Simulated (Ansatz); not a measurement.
CaO in space group P6_3/mmc (No. 194; Ca on 2d, O on 2c), r²SCAN in the plane-wave PAW code Ansatz. The conduction-band minimum lies at Γ, with 1 equivalent valley. Second derivatives d²E/dk² of the lowest band at one valley (eV·Å²), along Cartesian directions:

| direction | d²E/dk² |
|---|---|
| [100] | 19.23 |
| [010] | 19.23 |
| [001] | 13.42 |
| [110] | 19.23 |
| [101] | 16.33 |
| [011] | 16.33 |

Question: Find the principal effective masses, the density-of-states mass and the conductivity mass.

Answer: Off-diagonal terms follow from H_xy = H[110] − (H_xx + H_yy)/2, and m*/mₑ = 7.620 eV·Å² over each eigenvalue: 0.40, 0.40, 0.57. One valley's DOS mass (m₁m₂m₃)^(1/3) = 0.45, conductivity mass 3/(Σ 1/mᵢ) = 0.44 mₑ.

Question: What effective density of states Nc follows at 300 K for parabolic valleys?

Answer: Nc = 2.509e19 × 1 × (0.45)^(3/2) ≈ 7.6e18 cm⁻³.

The start of the workflow was typed in or built on a structure type; the Crystallography Open Database copy checked does not list it. It is not the phase usual at ambient conditions (space group No. 225). The cell was relaxed with r²SCAN under the symmetry of its start; whether a distortion lowers the energy is not shown.

Potentials: the earlier of the program's two PAW sets.

Edges and masses are those of Kohn–Sham bands, whose gap is no quasiparticle gap.
